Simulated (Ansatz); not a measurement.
**Computed energy against volume: Na (bcc, W type)**

Na (bcc, W type)

Space group Im-3m (No. 229); a = b = c = 4.222 Å, α = β = γ = 90.00°

| atom | site | symmetry | x | y | z |
|---|---|---|---|---|---|
| Na | 2a | m-3m | 0.0000 | 0.0000 | 0.0000 |
(The calculation used a cell of 1 atom; values per cell refer to that cell.)

This relaxed cell (volume V₀) is scaled evenly in all directions, its shape held. Symmetry pins the atoms to their sites.

Method: r2SCAN (plane waves to 500 eV, PAW, scalar-relativistic; Ansatz, a program for electronic structure). k mesh 16×16×16 (Γ-centred), Fermi-Dirac smearing 0.05 eV. The energy includes the smearing's −TS. Stress and pressure are positive under compression. Na was relaxed with its symmetry unable to fall. The PAW data are Ansatz's earlier set. ΔE is measured from the relaxed starting cell.

```json
[
 {"a (Å)": "4.0766", "ΔE (meV/atom)": "11", "P (GPa)": "1.0"},
 {"a (Å)": "4.1140", "ΔE (meV/atom)": "6", "P (GPa)": "0.7"},
 {"a (Å)": "4.1507", "ΔE (meV/atom)": "3", "P (GPa)": "0.4"},
 {"a (Å)": "4.1868", "ΔE (meV/atom)": "1", "P (GPa)": "0.2"},
 {"a (Å)": "4.2223", "ΔE (meV/atom)": "0", "P (GPa)": "0.0"},
 {"a (Å)": "4.2572", "ΔE (meV/atom)": "1", "P (GPa)": "-0.2"},
 {"a (Å)": "4.2915", "ΔE (meV/atom)": "2", "P (GPa)": "-0.3"},
 {"a (Å)": "4.3253", "ΔE (meV/atom)": "4", "P (GPa)": "-0.5"},
 {"a (Å)": "4.3586", "ΔE (meV/atom)": "8", "P (GPa)": "-0.6"}
]
```

Key numbers:

Pressure at the smallest volume: 1.0 GPa
Energy cost of the largest compression: 11 meV/atom
Energy cost of the largest expansion: 8 meV/atom
Bulk modulus B₀ (third-order Birch-Murnaghan fit): 7.7 GPa
Pressure derivative B₀′ (fit): 3.6
Equilibrium volume of the fit: 37.67 Å³/atom
Pressure for 5 % compression (fit): 0.4 GPa

(Under strain, the slope of the energy per volume gives the stress and its curvature an elastic modulus.)
